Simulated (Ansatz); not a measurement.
Relax this structure to zero stress and force, keeping its symmetry:

```cif
data_structure
_symmetry_space_group_name_H-M 'P 1'
_symmetry_Int_Tables_number 1
_cell_length_a 3.5761
_cell_length_b 3.5761
_cell_length_c 3.5761
_cell_angle_alpha 90.000
_cell_angle_beta 90.000
_cell_angle_gamma 90.000
_cell_volume 45.73
loop_
_atom_site_label
_atom_site_type_symbol
_atom_site_fract_x
_atom_site_fract_y
_atom_site_fract_z
_atom_site_occupancy
Li1 Li 0.50000 0.50000 0.50000 1
Pb1 Pb 0.00000 0.00000 0.00000 1
```

Level of theory: Ansatz, DFT PBEsol, scalar-relativistic, plane waves, PAW.

Settings: cutoff 420 eV, Γ-centred mesh 12×12×12 on the computed 2-atom cell, Gaussian smearing of 0.10 eV; no spin polarisation.

Task: What does it relax to?

Result: The volume falls by 1.13 Å³/atom to 21.74 Å³/atom, and the energy falls by 6.3 meV/atom. Final structure:
```
CELL_PARAMETERS angstrom
3.51619 0.00000 0.00000
0.00000 3.51619 0.00000
0.00000 0.00000 3.51619
ATOMIC_POSITIONS crystal
Li 0.50000 0.50000 0.50000
Pb 0.00000 0.00000 0.00000
```

Spin–orbit coupling is left out, which can shift energies with elements as heavy as these.